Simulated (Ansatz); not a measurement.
# What DFT gives for LaSbO$_{3}$

```
Sb O La
1.0
     2.87685    1.66095    4.64789
    -2.87685    1.66095    4.64789
     0.00000   -3.32190    4.64789
Sb O La
2 6 2
Cartesian
  0.0000 0.0000 0.0000
  0.0000 0.0000 6.9718
  0.3153 1.6610 8.1338
  -1.5961 -0.5574 8.1338
  1.2808 -1.1035 8.1338
  -0.3153 -1.6609 5.8099
  1.5961 0.5574 5.8099
  -1.2808 1.1035 5.8099
  0.0000 0.0000 3.4859
  0.0000 0.0000 10.4577
```

Level: PBE, no spin polarisation; 420 eV; 7×7×7 Γ-centred mesh; fermi-dirac occupations (width 0.0299 eV); Ansatz 0.2.0, fixed geometry.

Task: How is the charge shared?

Result: Bader charges in e: La +1.87, Sb +2.17, O -1.35. In the mean Sb gives up most and O takes most.

Task: Metal or insulator?

Result: It is a metal, with about 4.6 states/eV a cell as the mean within 0.25 eV of the Fermi level, mostly La f (36 %) and La d (33 %).

Task: What does the stress say?

Result: The pressure is 30.5 GPa (compression positive), so with the atoms held at these fractions the cell would first expand; the forces are large, so a full relaxation may end otherwise. The principal stresses 27.3, 32.0, 32.0 GPa differ, so its shape would change too.

Task: Where is the largest force?

Result: The largest is on O4 (and as large on other atoms): 1.01 eV/Å, components (-0.51, 0.88, 0.00). It makes 99° with the line to a nearest neighbour, Sb1 at 2.05 Å.

Task: Is it stable against the elements?

Result: -1.65 eV an atom against the elements' usual phases (free molecules for gases, crystals otherwise, with no correction for O₂ or N₂), so it is bound against them; other compounds may still compete. Relaxing would lower it.

Origin: a known structure type with other elements, at an estimated volume, so it need not be a known compound. Caveats: many states at the Fermi level without spin polarisation, so a magnetic state may lie lower; atoms or cell far from equilibrium; f levels without a U or exact exchange are poorly placed.
